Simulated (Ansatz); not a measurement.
Data:

GaRu₃C:
```
GaRu3C
1.0
    3.99703     0.00000     0.00000
    0.00000     3.99703     0.00000
    0.00000     0.00000     3.99703
Ga Ru C
1 3 1
Direct
  0.00000   0.00000   0.00000
  0.00000   0.50000   0.50000
  0.50000   0.00000   0.50000
  0.50000   0.50000   0.00000
  0.50000   0.50000   0.50000
```

This is the r²SCAN-relaxed structure.

Task: All from DFT-r²SCAN in the program Ansatz with PAW potentials, unless another level is named. Give the electronic character.

Result: metallic (no gap).

Task: Give the formation energy from the elements (no fitted shifts).

Result: 0.072 eV/atom.

Task: Next, the density of states at the Fermi level?

Result: 0.92 states/eV per atom (mean over ±0.08 eV).

Task: Next, the gap with spin–orbit coupling?

Result: none (metallic).

Space group Pm-3m (anti-perovskite). The start of the workflow was typed in or built on a structure type; neither database checked (COD, Materials Project) lists it. Whether it is the stable phase at ambient conditions was not checked. Symmetry was held in the r²SCAN relaxation; its stability against distortions is not shown here. The run is not spin-polarised. The references are the lowest solids computed at this level, not always the standard phases. Spin–orbit coupling is left out wherever it is not named.

Potentials: the earlier of the program's two PAW sets.
